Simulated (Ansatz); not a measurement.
Ga2Pt (cubic Laves (MgCu2 type), Fd-3m) under volume change, PBE in the plane-wave PAW code Ansatz, scaled uniformly.

```csv
V (Å³/atom),E − E(relaxed) (meV/atom),P (GPa)
14.930,50.4,12.08
15.422,___,___
15.914,4.9,3.28
16.406,0.0,-0.01
16.898,___,___
17.391,16.1,-4.89
17.883,33.9,-6.65
```

Q: Fill in the missing entries.

A: 
- 15.422, E − E(relaxed) (meV/atom): 20.9
- 15.422, P (GPa): 7.27
- 16.898, E − E(relaxed) (meV/atom): 4.3
- 16.898, P (GPa): -2.70

Q: What does a third-order Birch–Murnaghan fit give for V₀, B₀ and B′?

A: V₀ = 16.41 Å³/atom, B₀ = 98.5 GPa, B′ = 5.6.

A made-up cell: these elements were put on the sites of a structure type; neither database checked (COD, Materials Project) lists it. COD files the formula under space group No. 225. Its standing as an ambient phase is unchecked. The cell was relaxed with PBE under the symmetry of its start; whether a distortion lowers the energy is not shown. The run is not spin-polarised. Scalar-relativistic: spin–orbit coupling is off unless named, which matters more the heavier the elements.

Potentials: the earlier of the program's two PAW sets.
